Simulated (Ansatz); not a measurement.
Input:

InP in space group P6_422 (No. 181; In on 3c, P on 3d), a = b = 4.139 Å, c = 9.352 Å, α = β = 90.00°, γ = 120.00°.

This is the r²SCAN-relaxed structure.

Question: All from plane-wave PAW r²SCAN (Ansatz code), unless another level is named. Predict the HSE06 gap on the r²SCAN cell.

Answer: 0.66 eV.

Question: What about the formation energy from the elements (no fitted shifts)?

Answer: -195 meV/atom.

Question: Predict the valence-band maximum.

Answer: on the Γ–M line, 4 % of the way from Γ.

The start of the workflow was typed in or built on a structure type; neither database checked (COD, Materials Project) lists it. It is not the phase usual at ambient conditions (space group No. 216). Symmetry was held in the r²SCAN relaxation; whether a distortion lowers the energy is not shown. The references are the lowest solids computed at this level, not always the standard phases. Spin–orbit coupling is left out wherever it is not named.

Potentials: the earlier of the program's two PAW sets.
